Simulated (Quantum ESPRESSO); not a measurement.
pw.x input (Quantum ESPRESSO 7.5; PBEsol, PseudoDojo standard norm-conserving files, scalar-relativistic):

```
&CONTROL
  calculation = 'scf'
  pseudo_dir = './pseudo'
  outdir = './out'
  tprnfor = .true.
  tstress = .true.
/
&SYSTEM
  ibrav = 0
  nat = 7
  ntyp = 3
  ecutwfc = 84.0
  ecutrho = 336.0
  occupations = 'smearing'
  smearing = 'fd'
  degauss = 0.002
  nbnd = 20
/
&ELECTRONS
  conv_thr = 7.000000000000001e-10
/
ATOMIC_SPECIES
H 1.0080 H.upf
Mg 24.3050 Mg.upf
K 39.0983 K.upf
CELL_PARAMETERS angstrom
 -2.004465000000   2.004465000000   6.776460000000
  2.004465000000  -2.004465000000   6.776460000000
  2.004465000000   2.004465000000  -6.776460000000
ATOMIC_POSITIONS crystal
H  -0.000000000000   0.500000000000   0.500000000000
H   0.500000000000   0.000000000000   0.500000000000
H   0.851950000000   0.851950000000   0.000000000000
H   0.148050000000   0.148050000000  -0.000000000000
Mg   0.000000000000   0.000000000000   0.000000000000
K   0.643920000000   0.643920000000   0.000000000000
K   0.356080000000   0.356080000000   0.000000000000
K_POINTS automatic
10 10 10 0 0 0
```

End of the output:

```
     total energy              =    -243.33631512 Ry
     estimated scf accuracy    <       0.00000083 Ry
     total energy              =    -243.33631536 Ry
     estimated scf accuracy    <       0.00000002 Ry
     total energy              =    -243.33631537 Ry
     estimated scf accuracy    <       0.00000002 Ry
[...]
     the Fermi energy is     4.5427 ev
!    total energy              =    -243.33631537 Ry
     estimated scf accuracy    <          2.9E-10 Ry
     smearing contrib. (-TS)   =       0.00000000 Ry
     internal energy E=F+TS    =    -243.33631537 Ry
     The total energy is F=E-TS. E is the sum of the following terms:
     one-electron contribution =    -153.39358826 Ry
     hartree contribution      =      78.87265114 Ry
     xc contribution           =     -43.72025493 Ry
     ewald contribution        =    -125.09512332 Ry
     convergence has been achieved in   9 iterations
     Forces acting on atoms (cartesian axes, Ry/au):
     atom    1 type  1   force =    -0.00000000   -0.00000000    0.00000000
     atom    2 type  1   force =     0.00000000    0.00000000    0.00000000
     atom    3 type  1   force =     0.00000000    0.00000000   -0.00035643
     atom    4 type  1   force =     0.00000000    0.00000000    0.00035643
     atom    5 type  2   force =    -0.00000000   -0.00000000    0.00000000
     atom    6 type  3   force =     0.00000000    0.00000000   -0.00125394
     atom    7 type  3   force =     0.00000000    0.00000000    0.00125394
     Total force =     0.001844     Total SCF correction =     0.000072
     Computing stress (Cartesian axis) and pressure
          total   stress  (Ry/bohr**3)                   (kbar)     P=       -4.54
  -0.00002825   0.00000000   0.00000000           -4.16        0.00        0.00
   0.00000000  -0.00002825   0.00000000            0.00       -4.16        0.00
   0.00000000   0.00000000  -0.00003604            0.00        0.00       -5.30
```
In a gapped system the printed Fermi energy is only some level inside the gap.

Geometry of the Materials Project entry, not relaxed at this level.
